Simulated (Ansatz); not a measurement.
The start is a randomly generated symmetric cell of MgB2 (space group No. 140). The structure is fully relaxed (lattice and positions, P = 0) with PBEsol (plane waves to 420 eV, PAW, scalar-relativistic; Ansatz, a quantum-chemistry and plane-wave program). First-step values are on the input's coarse k-mesh.

Ansatz input (later rounds restart from its end on a renewed k-mesh):
Ansatz 0.2 input:
```yaml
crystal:
  lattice:
    - [-1.7533336, 1.7533336, 5.9343381]
    - [1.7533336, -1.7533336, 5.9343381]
    - [1.7533336, 1.7533336, -5.9343381]
  atoms:
    - { symbol: B, position: [0.69249463, 0.19249463, 0.88498926] }
    - { symbol: B, position: [0.30750537, 0.80750537, 0.11501074] }
    - { symbol: B, position: [0.80750537, 0.69249463, 0.5] }
    - { symbol: B, position: [0.19249463, 0.30750537, 0.5] }
    - { symbol: Mg, position: [0.75, 0.25, 0.5] }
    - { symbol: Mg, position: [0.25, 0.75, 0.5] }
basis: { ecutwfc: 420, ecutrho_ratio: 4, xc_grid: 2, fft_grid_basis: typed }
kpoints: { mp_grid: { grid: [9, 9, 9] } }
hamiltonian:
  xc: pbesol
  dispersion: none
  pseudopotentials: { kind: paw }
scf: { occupations: { method: fermi_dirac, width: 0.05 } }
relax: { f_tol: 0.01, max_steps: 100, cell: { stress_tol: 0.02 } }
output: { forces: true, stress: true }
```

Task: Which atoms feel the largest initial force, and how large is it?

Result: About 2.0 eV/Å, on B1, B2, B3, B4 (atoms numbered as listed).

Task: How do the shortest distances between atoms change?

Result: The closest pairs of elements (up to four, under 3.6 Å), start → end: B–B 1.80 → 1.73 Å; Mg–Mg 2.48 → 2.49 Å; B–Mg 3.12 → 2.85 Å.

Task: Is the relaxed structure metallic? Give its gap.

Result: Zero (metallic).

Task: What does it relax into? Give the structure.

Result: 
```cif
data_B8Mg4
_chemical_formula_sum 'B8 Mg4'
_space_group_name_H-M_alt 'I4/mcm'
_space_group_IT_number 140
_space_group_name_Hall '-I 4 2c'
_cell_length_a 3.51928
_cell_length_b 3.51928
_cell_length_c 10.84606
_cell_angle_alpha 90.000
_cell_angle_beta 90.000
_cell_angle_gamma 90.000
loop_
_atom_site_label
_atom_site_type_symbol
_atom_site_symmetry_multiplicity
_atom_site_Wyckoff_symbol
_atom_site_fract_x
_atom_site_fract_y
_atom_site_fract_z
_atom_site_occupancy
B1 B 8 h 0.32667 0.17333 0.00000 1
Mg1 Mg 4 b 0.00000 0.50000 0.25000 1
```
(The calculation used a cell of 6 atoms; values per cell refer to that cell.)

The space group stays I4/mcm (No. 140) (the run could not lower it), with 6 atoms in the primitive cell. Final values are on a 19×19×19 k-mesh of the relaxed cell. No spin polarisation in the result.

The run could not lose the symmetry of its start, so the end can be a saddle point.

The relaxed structure here is a generated cell of MgB2: the first start was made by a random draw of sites in a space group, and the end was not matched to a known phase here, so it may be hypothetical. Known forms of MgB2 include space group No. 191.
